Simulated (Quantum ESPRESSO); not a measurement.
# Ta4AuTiAlW: input and log of a self-consistent run

Simulated, not a measurement. The program is pw.x of Quantum ESPRESSO 7.5 (plane-wave density functional theory). The cell is made up: eight metal atoms on a hexagonal close-packed lattice, with elements, volume, strain and displacements drawn at random and not relaxed, so it may be unstable or far from any real phase. PseudoDojo standard norm-conserving files set the functional (PBE unless stated); there is no spin polarisation or spin-orbit coupling, the Fermi-Dirac width of 0.25 eV means electrons at about 2900 K, and the masses in the input are unused placeholders. Heavy elements are run without spin-orbit coupling, which real alloys of them have. A spin test at this wide smearing found no moment, but such smearing suppresses magnetism that the real alloy may have.

Input:

```
&control calculation='scf', pseudo_dir='./dojo.nc.sr.pbe.v0_5.standard.upf', outdir='./o', disk_io='minimal', tprnfor=.true., tstress=.true. /
&system ibrav=0, nat=8, ntyp=5, nbnd=66, ecutwfc=84.00895049, nosym=.true., tot_charge=0,
 occupations='smearing', smearing='fd', degauss=0.0183746611
/
&electrons conv_thr=1.470e-08, electron_maxstep=70, mixing_beta=0.5 /
ATOMIC_SPECIES
Al 1.0 Al.upf
Au 1.0 Au.upf
Ta 1.0 Ta.upf
Ti 1.0 Ti.upf
W 1.0 W.upf
CELL_PARAMETERS angstrom
2.8445 -0.0012 4.8852
2.8457 -0.0517 -4.8859
-2.8909 4.9613 0.0266
ATOMIC_POSITIONS angstrom
Ta 0.0419 -0.1406 -0.0335
Au -1.4993 2.574 -0.0071
Ta 2.7132 1.6468 -2.4074
Ti 1.49 3.9796 -2.4114
Al 2.8569 -0.0916 0.0349
Ta 1.3844 2.5055 -0.0032
Ta 2.92 1.7397 2.5097
W 1.3912 4.0541 2.3797
K_POINTS automatic
5 5 5 1 1 1
```

The log is shortened where brackets say so; the opening notice, blank lines, dates and the lines on written files are dropped, and the path of the files is cut. It prints rydbergs, bohrs and kilobars, and counts compression as positive stress. Its total energy is the free energy E - TS of the whole cell.

```
     Program PWSCF v.7.5
     Parallel version (MPI & OpenMP), running on       4 processor cores
     Number of MPI processes:                 4
     Threads/MPI process:                     1
     [start-up lines left out]
     bravais-lattice index     =            0
     lattice parameter (alat)  =      10.6826  a.u.
     unit-cell volume          =     925.6827 (a.u.)^3
     number of atoms/cell      =            8
     number of atomic types    =            5
     number of electrons       =       100.00
     number of Kohn-Sham states=           66
     kinetic-energy cutoff     =      84.0090  Ry
     charge density cutoff     =     336.0358  Ry
     scf convergence threshold =      1.5E-08
     mixing beta               =       0.5000
     number of iterations used =            8  plain     mixing
     Exchange-correlation= PBE
                           (   1   4   3   4   0   0   0)
     [axes and pseudopotential details left out]
   Cartesian axes
     site n.     atom                  positions (alat units)
         1        Ta     tau(   1) = (   0.0074120  -0.0248718  -0.0059261  )
         2        Au     tau(   2) = (  -0.2652222   0.4553338  -0.0012560  )
         3        Ta     tau(   3) = (   0.4799579   0.2913146  -0.4258627  )
         4        Ti     tau(   4) = (   0.2635771   0.7039807  -0.4265703  )
         5        Al     tau(   5) = (   0.5053781  -0.0162038   0.0061737  )
         6        Ta     tau(   6) = (   0.2448967   0.4432163  -0.0005661  )
         7        Ta     tau(   7) = (   0.5165403   0.3077483   0.4439593  )
         8        W      tau(   8) = (   0.2460996   0.7171596   0.4209626  )
     number of k points=    63  Fermi-Dirac smearing, width (Ry)=  0.0184
                       cart. coord. in units 2pi/alat
        k(    1) = (   0.2008395   0.2309753  -0.0011691), wk =   0.0320000
        k(    2) = (   0.2029695   0.4601064  -0.0023530), wk =   0.0320000
     [further k points left out]
     Dense  grid:    96283 G-vectors     FFT dimensions: (  64,  64,  64)
     Estimated max dynamical RAM per process >     383.60 MB
     Estimated total dynamical RAM >       1.43 GB
     Initial potential from superposition of free atoms
     starting charge      99.9917, renormalised to     100.0000
     Starting wfcs are   74 randomized atomic wfcs
     total cpu time spent up to now is        8.2 secs
     per-process dynamical memory:   302.2 Mb
     Self-consistent Calculation
     iteration #  1     ecut=    84.01 Ry     beta= 0.50
     Davidson diagonalization with overlap
     ethr =  1.00E-02,  avg # of iterations =  2.3
     total cpu time spent up to now is       26.9 secs
     total energy              =   -1090.76738947 Ry
     estimated scf accuracy    <       2.62687592 Ry
     iteration #  2     ecut=    84.01 Ry     beta= 0.50
     Davidson diagonalization with overlap
     ethr =  2.63E-03,  avg # of iterations =  3.3
     total cpu time spent up to now is       46.5 secs
     total energy              =   -1091.57995856 Ry
     estimated scf accuracy    <       6.41998242 Ry
     iteration #  3     ecut=    84.01 Ry     beta= 0.50
     Davidson diagonalization with overlap
     ethr =  2.63E-03,  avg # of iterations =  3.0
     total cpu time spent up to now is       64.4 secs
     total energy              =   -1092.14769805 Ry
     estimated scf accuracy    <       0.87716137 Ry
     iteration #  4     ecut=    84.01 Ry     beta= 0.50
     Davidson diagonalization with overlap
     ethr =  8.77E-04,  avg # of iterations =  2.8
     total cpu time spent up to now is       80.5 secs
     total energy              =   -1092.20573905 Ry
     estimated scf accuracy    <       0.16705502 Ry
     iteration #  5     ecut=    84.01 Ry     beta= 0.50
     Davidson diagonalization with overlap
     ethr =  1.67E-04,  avg # of iterations =  7.0
     total cpu time spent up to now is      102.6 secs
     total energy              =   -1092.23818194 Ry
     estimated scf accuracy    <       0.03383344 Ry
     [iterations 6 to 12 left out]
     iteration # 13     ecut=    84.01 Ry     beta= 0.50
     Davidson diagonalization with overlap
     ethr =  1.40E-09,  avg # of iterations =  2.9
     total cpu time spent up to now is      254.2 secs
     total energy              =   -1092.24446354 Ry
     estimated scf accuracy    <       0.00000115 Ry
     iteration # 14     ecut=    84.01 Ry     beta= 0.50
     Davidson diagonalization with overlap
     ethr =  1.15E-09,  avg # of iterations =  1.8
     total cpu time spent up to now is      269.8 secs
     total energy              =   -1092.24446370 Ry
     estimated scf accuracy    <       0.00000009 Ry
     iteration # 15     ecut=    84.01 Ry     beta= 0.50
     Davidson diagonalization with overlap
     ethr =  8.51E-11,  avg # of iterations =  3.3
     total cpu time spent up to now is      287.1 secs
     total energy              =   -1092.24446371 Ry
     estimated scf accuracy    <       0.00000003 Ry
     iteration # 16     ecut=    84.01 Ry     beta= 0.50
     Davidson diagonalization with overlap
     ethr =  2.79E-11,  avg # of iterations =  2.2
     total cpu time spent up to now is      304.0 secs
     total energy              =   -1092.24446371 Ry
     estimated scf accuracy    <       0.00000003 Ry
     iteration # 17     ecut=    84.01 Ry     beta= 0.50
     Davidson diagonalization with overlap
     ethr =  2.63E-11,  avg # of iterations =  1.2
     total cpu time spent up to now is      318.7 secs
     End of self-consistent calculation
     [lines on levels left out]
!    total energy              =   -1092.24446371 Ry
     estimated scf accuracy    <          2.8E-09 Ry
     smearing contrib. (-TS)   =      -0.11038750 Ry
     internal energy E=F+TS    =   -1092.13407622 Ry
     The total energy is F=E-TS. E is the sum of the following terms:
     one-electron contribution =    -290.17316861 Ry
     hartree contribution      =     191.14815045 Ry
     xc contribution           =    -223.48806668 Ry
     ewald contribution        =    -769.62099137 Ry
     convergence has been achieved in  17 iterations
     Forces acting on atoms (cartesian axes, Ry/au):
     atom    1 type  3   force =    -0.02531609    0.07144758    0.00573444
     atom    2 type  2   force =     0.04608900   -0.06493907   -0.00379405
     atom    3 type  3   force =     0.06890320   -0.05779255    0.00166430
     atom    4 type  4   force =    -0.02095871    0.08573568   -0.01911238
     atom    5 type  1   force =     0.01351844    0.02880524   -0.00866800
     atom    6 type  3   force =    -0.00833341   -0.04964450    0.04418238
     atom    7 type  3   force =    -0.07731618   -0.05200065   -0.04206415
     atom    8 type  5   force =     0.00341376    0.03838827    0.02205746
     Total force =     0.215352     Total SCF correction =     0.000116
     Computing stress (Cartesian axis) and pressure
          total   stress  (Ry/bohr**3)                   (kbar)     P=       79.75
   0.00092494  -0.00018357   0.00006752          136.06      -27.00        9.93
  -0.00018357   0.00055085  -0.00006508          -27.00       81.03       -9.57
   0.00006752  -0.00006508   0.00015051            9.93       -9.57       22.14
     init_run     :      7.57s CPU      7.81s WALL (       1 calls)
     electrons    :    309.24s CPU    310.51s WALL (       1 calls)
     forces       :      2.62s CPU      2.64s WALL (       1 calls)
     stress       :      8.97s CPU      9.19s WALL (       1 calls)
     [timing details left out]
     PWSCF        :   5m28.76s CPU   5m30.52s WALL
     JOB DONE.
```

In other units: free energy -14860.743 eV for the cell, pressure 7.97 GPa, largest force component 2.204 eV/Å in size. The run took 332 s of wall time with four MPI processes on a shared machine (Intel Xeon, 2023 or later, virtual cores), so the time is rough. A rerun of this cell at a higher cutoff and on a denser mesh moved values by no more than 0.002 eV in energy, 0.02 GPa in stress and 0.004 eV/Å in force, and a second program with other atomic files agreed on that cell to 2 % rms in force and 0.5 GPa in pressure.